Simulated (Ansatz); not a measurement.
MoPt (CsCl type, Pm-3m) at seven volumes, plane-wave PAW PBE (Ansatz code), scaled uniformly. One row is withheld.

| V (Å³/atom) | P (GPa) |
|---|---|
| 14.581 | 28.92 |
| 15.061 | 17.58 |
| 15.542 | 8.03 |
| 16.023 | 0.00 |
| 16.503 | ? |
| 16.984 | -12.41 |
| 17.465 | -17.14 |

Problem. Fit the shown pressures and predict the withheld one.

Solution. P = (3/2)B₀(x^(7/2) − x^(5/2))[1 + (3/4)(B′ − 4)(x − 1)] with x = (V₀/V)^(2/3). Least squares on the six rows gives V₀ = 16.023 Å³/atom, B₀ = 245 GPa, B′ = 4.79. At V = 16.503, x = 0.9805 and P = -6.74 GPa. The run itself gave -6.75 GPa.

The start of the workflow was typed in or built on a structure type; neither database checked (COD, Materials Project) lists it. Whether it is the stable phase at ambient conditions was not checked. The PBE relaxation kept the symmetry of its start; its stability against distortions is not shown here. The run is not spin-polarised. Its formation energy is positive at this level, so the cell may be metastable or incomplete. Spin–orbit coupling is left out wherever it is not named.

Potentials: the later of the program's two PAW sets.
